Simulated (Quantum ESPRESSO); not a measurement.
Space group Pm-3m (No. 221); a = b = c = 4.860 Å, α = β = γ = 90.00°

```json
[
 {"atom": "N", "site": "1b", "symmetry": "m-3m", "x": "0.5000", "y": "0.5000", "z": "0.5000"},
 {"atom": "Ca", "site": "3c", "symmetry": "4/mm.m", "x": "0.0000", "y": "0.5000", "z": "0.5000"},
 {"atom": "Sb", "site": "1a", "symmetry": "m-3m", "x": "0.0000", "y": "0.0000", "z": "0.0000"}
]
```

The geometry is that of Materials Project entry mp-1013548, symmetrised and not relaxed again.

Question: What does PBEsol (Quantum ESPRESSO, PseudoDojo norm-conserving, 84 Ry, with spin-orbit coupling) give for the electronic structure near the Fermi level?

Answer: The PBEsol gap is direct, 0.28 eV at Γ. The cell is held in this high symmetry; tilts and polar distortions were not searched. So small a PBEsol gap in heavy elements may be inverted, where one-shot corrections to single bands mislead.

The structure is a Materials Project entry; no match was found in the copy of COD used, and its stability was not checked.
